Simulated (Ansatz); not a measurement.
## Local coordination and C_Q of ⁴³Ca

The numbers come from a DFT calculation in Ansatz (PBE, plane waves and PAW, scalar-relativistic, 420 eV cutoff). Q = -40.80 mb (Pyykkö 2018), I = 7/2. The cells come from the COD and the Materials Project (computed, not necessarily observed phases), with the atoms as given or relaxed (PBE, cell held). Forces reach 0.4 eV/Å in them. Spin–orbit coupling is left out. At most two sites a crystal are listed; metals, magnetic cells and gradients under 0.03 × 10²¹ V/m² (0.12 where the gap is under 1 eV) that symmetry doesn't force to zero are left out, and those under about 0.1 are uncertain even in sign.

```
    crystal  space group                                                                       first shell of Ca  C_Q (MHz)     η
   Ca3Ga3N5          P-1                                             4 N at 2.33–2.56 Å; also 2 N at 2.82–3.07 Å      -3.27  0.68
   Ca7Mg2N6         C2/m                                                                      4 N at 2.41–2.52 Å       3.83  0.37
    Ca7TiN6         Ibam                                                                      4 N at 2.43–2.47 Å      -4.44  0.80
    Ca7SnN6         Ibam                                                                      4 N at 2.44–2.48 Å      -4.47  0.73
    Ca7ZrN6         Ibam                                                                      4 N at 2.42–2.56 Å      -5.16  0.61
    Ca7ZrN6         Ibam                                                                           4 N at 2.52 Å       5.46  0.38
Rb4CaSe4O14           P1                                                  4 O at 2.20–2.37 Å; also 1 O at 2.77 Å       6.80  0.85
    Ca7SnN6         Ibam                                                                      5 N at 2.32–2.87 Å       3.52  0.48
    Ca7TiN6         Ibam                                            5 N at 2.39–2.90 Å; also 4 Ca at 3.19–3.23 Å       3.93  0.16
 Na3Ca3InP4       P6_3mc  6 P at 2.89–3.61 Å; also 2 In at 3.28–3.52 Å, 4 Na at 3.38–3.72 Å, 4 Ca at 3.69–3.88 Å     -0.737  0.76
   Ca7Mg2N6         C2/m                                                                      6 N at 2.59–2.80 Å       3.14  0.67
   Ca3Ga3N5          P-1                             6 N at 2.41–3.00 Å; also 2 Ca at 3.21–3.23 Å, 1 N at 3.27 Å      -3.78  0.86
    CaScBO4         Pnma                                                                      7 O at 2.31–2.68 Å       2.38  0.17
```

By the number of first neighbours, |C_Q| spans 3.3 to 6.8 MHz with 4, 3.5 to 3.9 MHz with 5, 0.74 to 3.8 MHz with 6.

The crystals are a selection from a larger pool of database entries, not a random sample of it.
